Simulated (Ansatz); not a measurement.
**Hf: energy along a strain**

Hf, Im-3m, a = 3.610 Å (as given, not relaxed at this level: -9.0 GPa). This isn't the element's structure at ambient conditions. Ansatz: PBEsol, PAW, 420 eV, Γ-centred 18×18×18 mesh on 1 atom, Gaussian smearing 0.15 eV; no spin polarisation. Cell vectors (Å): -1.805 1.805 1.805; 1.805 -1.805 1.805; 1.805 1.805 -1.805. The cell is strained by x per cent times the pattern (0 0 0 1 0 0) in the order xx yy zz yz xz xy (engineering shears), with fractional coordinates held. y is the free energy over the start, V0 = 23.523 Å³/atom. Symmetry makes y even in x.

```
x (%) y (meV/atom)
-6.00         10.35
-3.00             ?
 0.00          0.00
 1.50          0.66
 4.50          5.86
 5.25          7.95
```

Q: Fit y = c2 x² + c4 x⁴ to the other rows, get the stiffness along the pattern, and predict the missing energy.

A: Least squares on the rows shown. y = 0.2918 x² − 0.0001204 x⁴. The clamped-ion stiffness p·C·p = 2 × 2.918 eV × 160.2 / 23.523 Å³ = 40 GPa, which is C44 in these axes (second derivative at the start, which stands under stress). At x = -3.00 the fit asked for gives 2.62 meV/atom. The run gave 2.62 meV/atom, the same to the digits shown.

Spin–orbit coupling is left out, which can shift energies with elements as heavy as these.